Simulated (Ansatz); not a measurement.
**Property card for ScIn4**

All numbers below come from DFT PBE, scalar-relativistic, plane waves, PAW (Ansatz 0.2.0).

Settings: cutoff 420 eV, Γ-centred mesh 10×8×8 on the computed 5-atom cell, Gaussian smearing of 0.10 eV; no spin polarisation.

The structure is relaxed at this level of theory with its symmetry kept, and needn't be the ground state of this composition.

```yaml
crystal:
  lattice:
    - [4.35501, 0.00000, 0.00000]
    - [2.15015, 5.29398, 0.00000]
    - [2.14174, 0.33423, 5.35010]
  atoms:
    - { symbol: Sc, position: [0.50000, 0.00000, 0.50000] }
    - { symbol: In, position: [0.70130, 0.19450, 0.90228] }
    - { symbol: In, position: [0.10881, 0.59593, 0.68850] }
    - { symbol: In, position: [0.89119, 0.40407, 0.31150] }
    - { symbol: In, position: [0.29870, 0.80550, 0.09772] }
```

Formation energy from the elements' standard states (uncorrected)?

-0.155 eV/atom.

Kohn–Sham band gap?

none (metal).

Density of states at the Fermi level?

3.7 states/eV per cell.

Orbital (Löwdin) character within 0.5 eV of the Fermi level?

Sc 3d 44 %, In 5p 41 %, In 5s 11 %.

Bader charge by site (e)?

Sc (1 in the cell) 1.27, In (2 in the cell) -0.27, In (2 in the cell) -0.37.

The cell was found from a structure generator's guess, not taken from experiment. Löwdin shares on free-atom orbitals overweight diffuse shells.
